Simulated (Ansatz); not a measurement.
A geometry of Si away from equilibrium: step 4 of the relaxation of a relaxed Si cell, doubled along one cell vector, shaken by Gaussian noise of σ = 0.08 Å a coordinate. All values below come from r2SCAN (plane waves to 500 eV, PAW, scalar-relativistic; Ansatz, an electronic-structure program). Γ-centred k-mesh 7×7×2 on the run's cell (coarser than for final values), Fermi–Dirac smearing 0.05 eV. The plane waves were selected for a different cell earlier on the path.

```
CELL_PARAMETERS angstrom
      3.86313    -0.01152     0.00662
     -1.94154     3.34165     0.00045
      0.02658     0.01741    15.45572
ATOMIC_POSITIONS crystal
  Si 0.99859 0.97649 0.13050
  Si 0.99547 0.97314 0.59119
  Si 0.02501 0.04614 0.40849
  Si 0.01078 0.01237 0.86813
  Si 0.32741 0.64197 0.13087
  Si 0.32932 0.63876 0.61914
  Si 0.68927 0.37794 0.37875
  Si 0.67585 0.34707 0.86400
```

### Question
What forces act on the atoms (eV/Å)?

### Answer
```tsv
atom	Fx	Fy	Fz
Si1	-0.21	-0.12	-0.03
Si2	0.15	-0.02	-0.74
Si3	-0.19	-0.14	0.69
Si4	-0.26	0.13	0.09
Si5	0.21	0.12	0.05
Si6	-0.17	0.06	0.54
Si7	0.21	0.09	-0.50
Si8	0.26	-0.13	-0.10
```

The path ends in Fd-3m (No. 227) (diamond type). No spin polarisation in the result.

Of the parent cell (P6₃/mmc (No. 194)): it is a generated cell of Si: the first start was made by placing the elements on the sites of a structure type, and the end was not matched to a known phase here, so it may be hypothetical. Known forms of Si include space group No. 227.
